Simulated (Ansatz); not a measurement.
## Computed properties of SiGe

SiGe:
```yaml
crystal:
  lattice:
    - [1.96046, 1.13187, 6.39176]
    - [-1.96046, 1.13187, 6.39176]
    - [0.00000, -2.26375, 6.39176]
  atoms:
    - { symbol: Si, position: [0.93885, 0.93885, 0.93885] }
    - { symbol: Si, position: [0.06115, 0.06115, 0.06115] }
    - { symbol: Ge, position: [0.43593, 0.43593, 0.43593] }
    - { symbol: Ge, position: [0.56407, 0.56407, 0.56407] }
```

Space group R-3m (No. 166); conventional cell a = b = 3.9209 Å, c = 19.1753 Å, α = β = 90.00°, γ = 120.00°.

Method: PBEsol in the plane-wave PAW code Ansatz. Geometry: relaxed at this level of theory. Other levels are named where they apply.

**Cell and energy**

```
Property                                                       Value
-----------------------------------------------------  -------------
Volume per atom                                             21.27 Å³
Density                                                   3.93 g/cm³
Formation energy from the elements (no fitted shifts)  0.012 eV/atom
```

**Electronic structure**

```
Property                                                                          Result
------------------------------------------------  --------------------------------------
Band gap                                                              0.33 eV (indirect)
Valence-band maximum                                                                at Γ
Conduction-band minimum                                      at F (3 equivalent valleys)
Smallest direct gap on the standard path                                         0.88 eV
Electron effective mass                           0.11, 0.19, 0.90 mₑ (principal values)
Electron effective mass with spin–orbit coupling  0.11, 0.19, 0.90 mₑ (principal values)
Hole effective mass, band 1 of 2 at the edge             0.34 along x, 0.58 along z (mₑ)
Hole effective mass, band 2 of 2 at the edge            0.063 along x, 0.58 along z (mₑ)
Hole effective mass with spin–orbit coupling      0.11, 0.11, 0.58 mₑ (principal values)
HSE06 gap on the PBEsol cell                                                     1.01 eV
Gap with spin–orbit coupling                                                     0.27 eV
```

**Mechanics**

```
Property                                                                                                      Value
--------------------------------------------  ---------------------------------------------------------------------
Bulk modulus (Birch–Murnaghan fit)                                                                         80.8 GPa
Pressure derivative B′                                                                                          4.5
Elastic constants (relaxed ions, GPa)         C11 = 165, C12 = 44.2, C13 = 34.9, C14 = -12.3, C33 = 171, C44 = 50.8
Mechanical stability                                                         stable (all eigenvalues of C positive)
Hill bulk and shear moduli                                                                        81.0 and 56.6 GPa
Young's modulus                                                                                             138 GPa
Poisson's ratio                                                                                                0.22
Debye temperature from the elastic constants                                                                  451 K
```

**Dielectric response**

```
Property                                                      Value
----------------------------------------  -------------------------
Electronic dielectric constant ε∞ (DFPT)  15.3 (xx = yy), 15.5 (zz)
Born charges (a third of the trace)            Si -0.05, Ge +0.05 e
```

**Phonons**

```
Quantity                                                            Result
--------------------------------------------------  ----------------------
Highest zone-centre frequency (without LO–TO term)                467 cm⁻¹
Zone-centre stability                               no imaginary mode at Γ
```

The start of the workflow was typed in or built on a structure type; neither database checked (COD, Materials Project) lists it. Whether it is the stable phase at ambient conditions was not checked. Symmetry was held in the PBEsol relaxation. The references are the lowest solids computed at this level, not always the standard phases. Scalar-relativistic: spin–orbit coupling is off unless named, which matters more the heavier the elements.

Potentials: the earlier of the program's two PAW sets. The files were generated under PBE; for other functionals the program regenerates the frozen cores, and for LDA and PBEsol the local potential too.
